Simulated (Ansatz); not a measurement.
Space group Cmmm (No. 65). a = 8.094 Å, b = 8.726 Å, c = 3.579 Å, α = 90.00°, β = 90.00°, γ = 90.00°
```csv
atom,site,symmetry,x,y,z
Os,2a,mmm,0.0000,0.0000,0.0000
Cl,4j,m2m,0.5000,0.6765,0.5000
Cl,4g,2mm,0.2784,0.0000,0.0000
```

Equation of state of this OsCl4 structure (not necessarily the ground state), with shape and atoms relaxed at each volume where symmetry leaves them free. Level of theory: DFT PBEsol, scalar-relativistic, plane waves, PAW (Ansatz).

Cutoff 420 eV; k points 6×6×10 on the computed 5-atom cell (Γ-centred); Gaussian smearing, width 0.01 eV; collinear spin.

```tsv
V (Å³/atom)	E − E(largest V) (meV/atom)	P (GPa)	gap on mesh (eV)
23.762	1.05	0.44	0.11
24.520	-0.35	0.19	0.17
25.278	-0.78	0.01	0.23
26.037	-0.56	-0.10	0.28
26.795	0.00	-0.14	0.32
```

Problem. Fit a third-order Birch–Murnaghan equation to E(V).

Solution. V0 = 25.34 Å³/atom, B0 = 4 GPa, B0' = 16.1. B0' is unusual or poorly fixed by this range. Weakly bound parts are held here without a dispersion correction, so V0, B0 and B0' are rough as values of the real crystal.

Spin-orbit coupling is left out, which matters for the bands of heavy elements. The cell holds chains, and where no dispersion correction was added their binding is poorly described.

The gaps are read on the mesh, which can miss the band edges, so they can be too wide.

Cost: 5 runs of about 12 core-minutes in all, on Intel Xeon Platinum 8259CL (Skylake/Cascade Lake) (shared hosts).